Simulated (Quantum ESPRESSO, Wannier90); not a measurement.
## InAs (zinc blende), plane waves to Wannier functions

```
CELL_PARAMETERS angstrom
      0.00000     3.05356     3.05356
      3.05356     0.00000     3.05356
      3.05356     3.05356     0.00000
ATOMIC_POSITIONS crystal
  In 0.25000 0.25000 0.25000
  As 0.00000 0.00000 0.00000
```

Structure: Materials Project mp-20305, symmetrised, not relaxed again. COD (Crystallography Open Database) has an entry of this formula and space group (matched by these alone). Method: PBEsol plane waves in Quantum ESPRESSO 7.5 (PseudoDojo norm-conserving files, 68 Ry, spinors with spin-orbit coupling), Bloch states on a 6×6×6 mesh through Γ, Wannier90 4.0.1. Density: 10×10×10 mesh, cold smearing 0.01 Ry. With spin-orbit coupling a semilocal functional can close or falsely invert a small gap; the band order was not checked against a better method.

Base run: 16 functions from bands 21-50 of the 50 computed, start hydrogen-like In: s;p; As: s;p, centres 0.05 Å off the atoms, frozen window up to 1.50 eV relative to the Fermi level, outer window open. Its settings: num_cg_steps = 5, trial_step = 2 and dis_mix_ratio = 0.5 (the program's defaults), conv_tol = 1.0e-6 over 4 steps, num_iter = 1000, dis_conv_tol = 1.0e-6, dis_num_iter = 1000. One of them is changed at a time.

```csv
run,disentanglement steps,localisation steps,Ω_I (Å²),Ω_total (Å²),ended
base,114,293,22.909,26.549,converged
trial_step = 10.0,114,293,22.909,26.549,converged
conv_tol = 1.0e-4,114,230,22.909,26.550,converged
dis_mix_ratio = 1.0,53,293,22.909,26.550,converged
```
